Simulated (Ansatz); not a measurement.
**Kick test of a cell of Zr2TiC3**

It was reached by relaxing an invented guess, and it needn't be the stable form of this composition.

Theory: Ansatz 0.2.0, DFT PBE, scalar-relativistic, plane waves, PAW. Cutoff 420 eV; k points 16×16×16 on the computed 6-atom cell (Γ-centred); Gaussian smearing, width 0.10 eV; no spin polarisation.

The cell below (6 atoms, space group I4/mmm (No. 139)) is relaxed within its symmetry.

```
Zr Ti C
1.0
    -1.63086    1.63086    6.87582
     1.63086   -1.63086    6.87582
     1.63086    1.63086   -6.87582
Zr Ti C
2 1 3
Direct
  0.83654 0.83654 0.00000
  0.16346 0.16346 0.00000
  0.50000 0.50000 0.00000
  0.66124 0.66124 0.00000
  0.33876 0.33876 0.00000
  0.00000 0.00000 0.00000
```

For the test a repeat of it with 12 atoms (edges 3.26, 6.52, 7.25 Å) was strained at random (σ = 1.5 % a component), the atoms were moved at random (σ = 0.05 Å), and all was relaxed again on a coarse 6×4×6 mesh (in the run’s order of axes) with 0.20 eV smearing, with no symmetry imposed.

Question: Does it come back?

Answer: It returns, within 1 meV/atom of the unmoved cell on that mesh and with the same symmetry when read at 0.1 Å. So it is stable against the distortions that fit this cell and that this random move excites. Modes that don't fit the cell aren't tested. Another cell of Zr2TiC3 relaxed alike, in P-3m1, lies 20 meV/atom lower, so this cell isn't the stable form at this level.
